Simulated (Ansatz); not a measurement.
**Guessed and relaxed cells of BaSi12**

Recipe of this trial structure of BaSi12: 4-connected net of one element, guests in its cages (P-31m, No. 162) (guest Ba). Its size is a rough estimate.

start:

Space group P-31m (No. 162). a = 8.546 Å, b = 8.546 Å, c = 3.237 Å, α = 90.00°, β = 90.00°, γ = 120.00°
```csv
atom,site,symmetry,x,y,z
Ba,1b,-3.m,0.0000,0.0000,0.5000
Si,12l,1,0.8503,0.5388,0.7830
```

Theory: DFT PBE, scalar-relativistic, plane waves, PAW in Ansatz 0.2.0. Cutoff 420 eV, Gaussian smearing, Γ-centred meshes. Cell and atoms relax first on a coarse mesh and then on a finer one. In between, the cell is made exact in the group found at 0.06 Å. In metals the finer mesh still leaves noise of several meV/atom or more. The steps can't lower the symmetry of their start. No spin polarisation.

end:

Space group P-31m (No. 162). a = 8.122 Å, b = 8.122 Å, c = 4.442 Å, α = 90.00°, β = 90.00°, γ = 120.00°
```
atom  site  symmetry       x       y       z
  Ba    1b      -3.m  0.0000  0.0000  0.5000
  Si   12l         1  0.8264  0.5317  0.7502
```

The symmetry stays P-31m (No. 162). The volume per atom grows by 23.9 %, from 15.8 to 19.5 Å³. The shortest distance goes from 1.97 Å (Si–Si) to 2.43 Å (Si–Si). The ratio c/a of the conventional cell changes by a factor of 1.44. The energy falls by about 0.79 eV/atom (the start's value is from the coarse mesh).

```json
{
  "Volume per atom": "19.52 Å³",
  "Density": "3.10 g/cm³",
  "Formation energy": "+0.23 eV/atom",
  "Gap on the 6×6×10 mesh of the 13-atom cell": "0 eV (a metal)"
}
```

Energies over the elements count from the elements' standard structures at the same level, with no fitted energy shifts. It can't be a ground state, since the elements alone are lower.

The last run used Gaussian smearing of 0.10 eV. Symmetry constrained the relaxation, so the result can be a saddle point. In all, the 3 runs took 12 min on 1 thread of Arm Neoverse V2, with other jobs on the host.
